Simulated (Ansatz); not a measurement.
The calculation used DFT, LDA (PW92), plane waves (420 eV) with PAW, scalar-relativistic (Ansatz). The PAW files were generated under PBE, with cores re-solved for the functional.

An element in the diamond structure gives this curve. The cell is scaled uniformly from the relaxed one, with fractional coordinates and shape fixed. Energies are extrapolated to zero smearing, pressures are those at the given smearing. Magnetic state: spin not included.

```tsv
V (Å³/atom)	E − E₀ (meV/atom)	P (GPa)
22.938	80.8	9.48
23.981	32.6	5.48
25.024	7.4	2.38
26.066	0.0	0.00
27.109	6.3	-1.83
28.152	23.0	-3.23
29.194	47.8	-4.29
```

Task: Which element is it?
A. niobium
B. selenium
C. lithium
D. silver

Result: D. Its fit is V₀ = 26.07 Å³/atom, B₀ = 52 GPa, B₀′ = 5.5.
